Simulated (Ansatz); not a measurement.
TePt:
Space group Cmcm (No. 63); a = 3.937 Å, b = 10.527 Å, c = 3.891 Å, α = β = γ = 90.00°

| atom | site | symmetry | x | y | z |
|---|---|---|---|---|---|
| Te | 4c | m2m | 0.0000 | 0.6436 | 0.2500 |
| Pt | 4c | m2m | 0.0000 | 0.1015 | 0.7500 |
(The calculation used a cell of 4 atoms; values per cell refer to that cell.)

Relaxed at zero pressure with plane-wave PAW PBEsol (Ansatz code).

The volume is lowered by 3 % and shape and atoms relax at that volume. What pressure results, and how do the axes share the change?

4.7 GPa; a -1.3 %, b -1.2 %, c -0.6 %; the energy rises by 9 meV/atom.

Give the new structure.


Space group Cmcm (No. 63); a = 3.8876 Å, b = 10.4058 Å, c = 3.8674 Å, α = β = γ = 90.00°

```tsv
atom	site	symmetry	x	y	z
Te	4c	m2m	0.0000	0.6432	0.2500
Pt	4c	m2m	0.0000	0.1008	0.7500
```

The phase is kept; no other phase was compared at this pressure.

The start of the workflow was typed in or built on a structure type; neither database checked (COD, Materials Project) lists it. COD files the formula under space group No. 166, 194. Whether it is the stable phase at ambient conditions was not checked. The PBEsol relaxation kept the symmetry of its start; its stability against distortions is not shown here. No spin polarisation was allowed. Scalar-relativistic: spin–orbit coupling is off unless named, which matters more the heavier the elements.

Potentials: the later of the program's two PAW sets.
